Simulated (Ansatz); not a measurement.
Mo (bcc, W type), conventional cell a = b = c = 3.1607 Å, α = β = γ = 90.00°. The calculation uses the primitive cell of 1 atom, to which meshes and values per cell refer.

This relaxed cell (volume V₀) is scaled evenly in all directions, its shape held. Symmetry pins the atoms to their sites.

Method: PBE (plane waves to 420 eV, PAW, scalar-relativistic; Ansatz, an electronic-structure program). k mesh 21×21×21 (Γ-centred), Fermi-Dirac smearing 0.05 eV. The energy includes the smearing's −TS. Mo is run without spin polarisation. Mo was relaxed with its symmetry unable to fall. ΔE is measured from the relaxed starting cell. The last digit holds for this mesh only.

| V (Å³/atom) | ΔE (meV/atom) |
|---|---|
| 14.841 | 51.2 |
| 15.030 | 32.1 |
| 15.220 | 17.6 |
| 15.409 | 7.7 |
| 15.599 | 1.9 |
| 15.788 | 0.0 |
| 15.978 | 1.8 |
| 16.167 | 7.1 |
| 16.357 | 15.6 |
| 16.546 | 27.1 |
| 16.736 | 41.6 |

What is the fitted pressure derivative B₀′?

4.3.

What bulk modulus B₀ follows from a third-order Birch-Murnaghan fit?

259 GPa.

(A scan under strain: stresses follow from slopes of the energy per volume, elastic moduli from its curvatures.)
